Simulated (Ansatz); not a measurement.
Given:

TaSb$_{2}$:
```
CELL_PARAMETERS angstrom
      5.07641     1.80514     0.00000
     -5.07641     1.80514     0.00000
     -4.16136     0.00000     7.09441
ATOMIC_POSITIONS crystal
  Ta 0.84925 0.15075 0.81170
  Ta 0.15075 0.84925 0.18830
  Sb 0.14807 0.85193 0.53481
  Sb 0.85193 0.14807 0.46519
  Sb 0.40527 0.59473 0.11355
  Sb 0.59473 0.40527 0.88645
```

This is the LDA-relaxed structure.

Q: All from the program Ansatz at the LDA level (PAW), unless another level is named. Estimate the electronic character.

A: metallic (no gap).

Q: Give the formation energy from the elements (no fitted shifts).

A: -20 kJ/mol-atom.

Q: Predict the density of states at the Fermi level.

A: 0.12 states/eV per atom (mean over ±0.08 eV).

Space group C2/m. The workflow started from a Materials Project entry (that database holds measured and hypothetical structures alike); the Crystallography Open Database copy checked does not list it. Whether it is the stable phase at ambient conditions was not checked. Symmetry was held in the LDA relaxation; whether a distortion lowers the energy is not shown. The run is not spin-polarised. The references are the lowest solids computed at this level, not always the standard phases. Spin–orbit coupling is left out wherever it is not named.

Potentials: the later of the program's two PAW sets.
